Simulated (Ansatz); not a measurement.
Consider the following.

Relaxed TiSi2 (C49 type, space group Cmcm):

```
TiSi2
1.0
    1.77297    -6.78252     0.00000
    1.77297     6.78252     0.00000
    0.00000     0.00000     3.57969
Si Ti
4 2
Direct
  0.94084   0.05916   0.75000
  0.05916   0.94084   0.25000
  0.25028   0.74972   0.75000
  0.74972   0.25028   0.25000
  0.60320   0.39680   0.75000
  0.39680   0.60320   0.25000
```

In this cell atom 2 (Si, nearest neighbour Si at 2.404 Å; its periodic images, 3.5 Å or more away, move with it) is moved by s along Cartesian z, unit vector (0.000, 0.000, 1.000); all other atoms and the cell stay fixed.

Level of theory: PBE (plane waves to 420 eV, PAW, scalar-relativistic; Ansatz, a first-principles code). k mesh 11×11×11 (Γ-centred), Fermi-Dirac smearing 0.05 eV. Energies are smeared free energies. With partly filled bands, energies and forces of such displacements shift with the k mesh and the smearing. The PAW data are Ansatz's earlier set. This is one of several known forms of TiSi2; the measured ambient cells at hand have space group No. 70. TiSi2 is run without spin polarisation. TiSi2 was relaxed with its symmetry unable to fall. ΔE is measured from the undisplaced structure.

The scan covers s from -0.240 to 0.240 Å in 11 points.

Is the energy the same for equal positive and negative displacements?

Even: the same for both signs. With its periodic images moving along, the atom's site symmetry in this cell is mm2.

What is the force constant k = d²E/ds² of this move at s = 0?

13.7 eV/Å².

(A displaced cell: forces are minus the slopes of the energy, force constants its curvatures, and phonons follow from these.)
